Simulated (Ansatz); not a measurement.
Method: Ansatz, DFT PBE, scalar-relativistic, plane waves, PAW. All cells share a 420 eV cutoff and Γ-centred k meshes spaced at most about 0.3 Å⁻¹ (about 0.25 or finer for metals, 2π included). No spin polarisation in the final relaxations.

All energies are static (0 K, no zero-point motion). All come from trial cells, and lower structures may exist.

**Question.** Order these relaxed structures of Ta3P4 by energy, lowest first, with the energy over the lowest of them.
A.

```cif
data_structure
_symmetry_space_group_name_H-M 'I4/mmm'
_symmetry_Int_Tables_number 139
_cell_length_a 3.2817
_cell_length_b 3.2817
_cell_length_c 19.6261
_cell_angle_alpha 90.000
_cell_angle_beta 90.000
_cell_angle_gamma 90.000
_cell_volume 211.36
loop_
_atom_site_label
_atom_site_type_symbol
_atom_site_symmetry_multiplicity
_atom_site_Wyckoff_symbol
_atom_site_fract_x
_atom_site_fract_y
_atom_site_fract_z
_atom_site_occupancy
Ta1 Ta 2 a 0.00000 0.00000 0.00000 1
Ta2 Ta 4 e 0.00000 0.00000 0.30088 1
P1 P 4 e 0.50000 0.50000 0.35101 1
P2 P 4 e 0.50000 0.50000 0.06741 1
```

B.

```cif
data_structure
_symmetry_space_group_name_H-M 'P4/mmm'
_symmetry_Int_Tables_number 123
_cell_length_a 3.5557
_cell_length_b 3.5557
_cell_length_c 9.8486
_cell_angle_alpha 90.000
_cell_angle_beta 90.000
_cell_angle_gamma 90.000
_cell_volume 124.51
loop_
_atom_site_label
_atom_site_type_symbol
_atom_site_symmetry_multiplicity
_atom_site_Wyckoff_symbol
_atom_site_fract_x
_atom_site_fract_y
_atom_site_fract_z
_atom_site_occupancy
Ta1 Ta 2 g 0.00000 0.00000 0.75668 1
Ta2 Ta 1 d 0.50000 0.50000 0.50000 1
P1 P 1 b 0.00000 0.00000 0.50000 1
P2 P 2 h 0.50000 0.50000 0.23214 1
P3 P 1 a 0.00000 0.00000 0.00000 1
```

**Answer.** A (0 meV/atom), B (314 meV/atom). Forms: A I4/mmm; B P4/mmm. Counting P atoms around Ta (those within 1.25 times the shortest such distance or 1.15 times the sum of covalent radii; a plus sign parts nearer from farther groups; a slash parts the counts of unlike sites): A has Ta 5+1/8+2; B has Ta 6.

These runs have no spin–orbit coupling, which can matter for Ta. A magnetic state wasn't ruled out in cells without spin, among them I4/mmm, P4/mmm. Cells relaxed within their symmetry can be saddle points. The I4/mmm cell of Ta3P4 came from shaking the P4/mmm one. Some candidate types were left out of the draw beforehand, so a known form may be missing.
